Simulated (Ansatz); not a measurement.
A geometry of MgF2 away from equilibrium: step 4 of the relaxation of a relaxed MgF2 cell with every coordinate shifted by Gaussian noise of σ = 0.3 Å. Computed with PBEsol (plane waves to 420 eV, PAW, scalar-relativistic; Ansatz, a program for electronic structure). Γ-centred k-mesh 5×5×8 on the run's cell (coarser than for final values), Fermi–Dirac smearing 0.05 eV.

```yaml
crystal:
  lattice:
    - [4.60105, 0.00974, 0.01463]
    - [0.00974, 4.64933, -0.02062]
    - [0.00966, -0.01361, 3.06130]
  atoms:
    - { symbol: Mg, position: [0.49593, 0.50786, 0.56323] }
    - { symbol: Mg, position: [0.00111, 0.01264, 0.03390] }
    - { symbol: F, position: [0.79437, 0.22274, 0.54760] }
    - { symbol: F, position: [0.19204, 0.83118, 0.55790] }
    - { symbol: F, position: [0.29284, 0.33210, 0.04321] }
    - { symbol: F, position: [0.69038, 0.71926, 0.06928] }
```

Problem. What forces act on the atoms (eV/Å)?

Solution. 
```csv
atom,Fx,Fy,Fz
Mg1,-0.10,0.77,-0.30
Mg2,-0.46,0.42,0.66
F3,0.42,-0.48,-0.04
F4,0.35,-0.36,-0.51
F5,-0.17,-0.26,0.35
F6,-0.04,-0.09,-0.16
```

Problem. What is the pressure?

Solution. +1.3 GPa, compression positive.

Problem. How much energy per atom can still be gained by relaxing?

Solution. 0.02 eV/atom; the path ends in P4₂/mnm (No. 136) (rutile type).

No spin polarisation in the result.
